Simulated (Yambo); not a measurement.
# Excitons in CdClOH monolayer

```
CdClOH
1.0
    3.64597     0.00000     0.00000
   -1.82299     3.15750     0.00000
    0.00000     0.00000    16.50000
H O Cl Cd
1 1 1 1
Direct
  0.00000   0.00000   0.10632
  0.00000   0.00000   0.04764
  0.33333   0.66667   0.89368
  0.66667   0.33333   0.98508
```

The layer was cut from Materials Project entry mp-644222 and relaxed with PBEsol in a cell 16.5 Å high, with the Coulomb interaction truncated along z.

BSE in Yambo on norm-conserving PBEsol (Quantum ESPRESSO, 102 Ry, scalar-relativistic) bands: 12×12×1 mesh, 11 valence and 5 conduction bands, static screening with 54 bands and a 3 Ry block, scissor 2.74 eV, Tamm-Dancoff, stochastic integration of W near q = 0; field along x.

```csv
state,energy (eV),states within 2 meV,relative strength,class,main transitions
1,3.68,2,0.02,weak,several band pairs
2,4.20,2,1.00,strong,several band pairs
3,4.29,1,< 0.01,dark,VB → CB (99 %)
4,4.46,2,< 0.01,dark,VB → CB (60 %)
5,4.53,1,< 0.01,dark,VB−1 → CB (98 %)
6,4.59,2,0.61,strong,several band pairs
7,4.60,1,< 0.01,dark,VB → CB (94 %)
8,4.72,2,0.02,weak,several band pairs
9,4.75,1,< 0.01,dark,VB−1 → CB (72 %)
10,4.78,3,0.01,weak,VB → CB (81 %)
```

These are vertical excitations (zero momentum). The direct quasiparticle gap on this mesh is 5.21 eV; counted from there, state 1 is bound by 1.53 eV. Convergence with the mesh was not shown.

Spin singlets only. Strengths are relative to the strongest of the lowest states of this run; strong means a line over 3 % of the spectrum's maximum, dark under 0.03 %. Absolute energies carry the error of the G0W0 scissor, whose convergence isn't established.

Spin-orbit splittings are left out.

This is a model layer cut from the bulk structure; whether it is stable on its own was not checked.
